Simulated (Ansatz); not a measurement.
**Structure search: one TiRuC4N4 candidate**

Level of theory: Ansatz, DFT PBE, scalar-relativistic, plane waves, PAW. Cutoff 420 eV, Gaussian smearing, Γ-centred meshes. Cell and atoms relax first on a coarse mesh and then on a finer one. In between, the cell is made exact in the group found at 0.06 Å. In metals the finer mesh still leaves noise of several meV/atom or more. The steps can't lower the symmetry of their start. Collinear spin, starting moments Ti -1.0; Ru -1.0 μB.

The guess for TiRuC4N4 was made by a generator: two interpenetrating cyanide-bridged diamond nets (P-43m, No. 215). The dimensions are guesses.

```
Ti Ru C N
1.0
     5.88435    0.00000    0.00000
     0.00000    5.88435    0.00000
     0.00000    0.00000    5.88435
Ti Ru C N
1 1 4 4
Direct
  0.50000 0.50000 0.50000
  0.00000 0.00000 0.00000
  0.18603 0.18603 0.18603
  0.18603 0.81397 0.81397
  0.81397 0.18603 0.81397
  0.81397 0.81397 0.18603
  0.30082 0.30082 0.30082
  0.30082 0.69918 0.69918
  0.69918 0.30082 0.69918
  0.69918 0.69918 0.30082
```

Energies over the elements count from the elements' standard structures at the same level (N₂ as a molecule), with no fitted energy shifts.

**Question.** Where does the relaxation end?

**Answer.** The symmetry stays P-43m (No. 215). The volume per atom shrinks by 2.5 %, from 20.4 to 19.9 Å³. The shortest distance goes from 1.17 Å (C–N) to 1.20 Å (C–N). Conventional cell: a = 5.835 Å. Around Ti lie 4 N at 1.93 Å; around Ru lie 4 C at 1.92 Å; C has 1 N at 1.20 Å and 1 Ru at 1.92 Å; around N lie 1 C at 1.20 Å and 1 Ti at 1.93 Å.

```
Ti Ru C N
1.0
     5.83493    0.00000    0.00000
     0.00000    5.83493    0.00000
     0.00000    0.00000    5.83493
Ti Ru C N
1 1 4 4
Direct
  0.50000 0.50000 0.50000
  0.00000 0.00000 0.00000
  0.19043 0.19043 0.19043
  0.19043 0.80957 0.80957
  0.80957 0.19043 0.80957
  0.80957 0.80957 0.19043
  0.30929 0.30929 0.30929
  0.30929 0.69071 0.69071
  0.69071 0.30929 0.69071
  0.69071 0.69071 0.30929
```

**Question.** Give its energy and gap.

**Answer.**

| Property | Result |
| --- | --- |
| Formation energy | +0.21 eV/atom |
| Gap on the 6×6×6 mesh of the 10-atom cell | 0 eV (a metal) |
| Net moment per atom | 0.20 μB |
| Moment by site | Ru -0.5 μB |

A positive value: parting into the elements would lower its energy.

The last run used collinear spin and Gaussian smearing of 0.10 eV. The reference form of C is held partly by dispersion forces, which this level lacks. Another magnetic order may lie lower. Symmetry constrained the relaxation, so the result can be a saddle point. In all, the 3 runs took 72 s on 1 thread of AMD EPYC 9R45 96-Core Processor (Zen 5), on a shared host. Another cell of TiRuC4N4 relaxed alike but without spin, in Cmm2, lies 195 meV/atom lower, so this cell isn't the stable form at this level. Site moments count only spheres around the atoms; the net moment includes the space between them.
